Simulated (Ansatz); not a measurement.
# One compound in many structure types

Relaxing one composition in several structure types shows which are competitive, which pressure would favour, and how volume and gap change with structure.

The reference row is CdO, rock salt. The reference is the lowest phase computed, which need not be the stable form in nature.

### Data

Levels of theory (Ansatz, a plane-wave PAW program): energy: PBE, total energy at 0 K with the change to a 700 eV cutoff added (comparable within one formula alone); volume per atom: PBE, relaxed cell; gap: PBE; bulk modulus: PBE, equation-of-state fit.

The figures follow from the printed values by these rules: ΔE = E − E_ref; ΔV = V − V_ref; temperature scale ΔE/k_B = 11.605 K/meV × ΔE.

| crystal | E (eV/atom) | V (Å³/atom) | gap (eV) | B₀ (GPa) | ΔE (meV/atom) | ΔV (Å³/atom) | ΔE/k_B (K) |
|---|---|---|---|---|---|---|---|
| CdO, NiAs type | −4410.633 | 13.77 | 0.00 | 119 | 92.0 | 0.22 | 1100 |
| CdO, PtS type, P4₂/mmc | −4410.541 | 16.65 | 0.00 | 83.6 | 184.0 | 3.10 | 2100 |
| CdO, CsCl type | −4410.324 | 12.61 | 0.00 | 128 | 401.0 | −0.94 | 4700 |
| CdO, rock salt, reference | −4410.725 | 13.55 | 0.00 | 126 | 0.0 | 0.00 | 0 |
| CdO, WC type, P-6m2 | −4410.575 | 13.67 | 0.00 | 116 | 150 | 0.12 | 1700 |

Model phases, started by placing the elements on a structure type or from a typed cell, with no claim that they are known: CdO, NiAs type; CdO, PtS type, P4₂/mmc; CdO, CsCl type; CdO, WC type, P-6m2. Runs started from generated or typed cells of the structure named: CdO, rock salt. No gap (0.00) means none at this level, which can close a small real gap. Spin–orbit coupling is left out unless named.

### Worked example

The steps for CdO, CsCl type:

- ΔE = 1000 × (−4410.324 − (−4410.725)) = 401.0 meV/atom
- ΔV = 12.61 − 13.55 = −0.94 Å³/atom
- ΔE/k_B: 11.605 × 401.0 = 4700 K

### Result

In order of ΔE, lowest first: CdO, rock salt (0.0 ± 5.0), CdO, NiAs type (92.0 ± 5.0), CdO, WC type, P-6m2 (150 ± 5.0), CdO, PtS type, P4₂/mmc (184.0 ± 5.0), CdO, CsCl type (401.0 ± 5.0). The ± follows from allowances picked for this note (energy 0.004 eV/atom, 3 meV/atom on the figure itself), carried to first order and added in quadrature, each row's own inputs moving alone; ≈ joins neighbours closer than their two ± added in quadrature.

The trade-off between low ΔE and low volume per atom leaves these rows undominated: CdO, rock salt (0.0, 13.55); CdO, CsCl type (401.0, 12.61). The reference is on the front.

Denser than the reference, so favoured by pressure; with fixed volumes the enthalpies cross at P ≈ 0.1602 ΔE/|ΔV|: CdO, CsCl type 0.1602 × 401.0/0.94 = 68 GPa. Each is against the reference alone, so another phase may come first, and differences in compressibility move them.

### Caveats

Vibrational free energy is left out, and phases that were not computed could lie lower. Rows are a sample of the computed phases of this formula. Limits of the draw: a spread of over 30 meV/atom, none over 0.9 eV/atom above the reference, within 8 meV/atom of the lowest or within 3 meV/atom of a neighbour. As a rule kept out of such tables: 4f compounds, open-shell compounds run without a Hubbard term, cells found unstable in the tests at hand, cells close to a higher symmetry, and runs set to a pressure or over 12 % in volume from the crystal's fullest run.
